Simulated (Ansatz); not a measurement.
Na (bcc (W type), space group No. 229) at seven volumes, r²SCAN (plane waves, PAW; program Ansatz), scaled uniformly. One row is withheld.

```tsv
V (Å³/atom)	P (GPa)
34.282	0.86
35.412	0.53
36.542	?
37.672	0.00
38.802	-0.21
39.932	-0.40
41.063	-0.56
```

Q: Fit the shown pressures and predict the withheld one.

A: P = (3/2)B₀(x^(7/2) − x^(5/2))[1 + (3/4)(B′ − 4)(x − 1)] with x = (V₀/V)^(2/3). Least squares on the six rows gives V₀ = 37.676 Å³/atom, B₀ = 7.6 GPa, B′ = 3.72. At V = 36.542, x = 1.0206 and P = 0.25 GPa. The run itself gave 0.25 GPa.

Space group Im-3m (bcc (W type)). The r²SCAN relaxation kept the symmetry of its start; phonons on a q-mesh show no instability.

Potentials: the later of the program's two PAW sets.
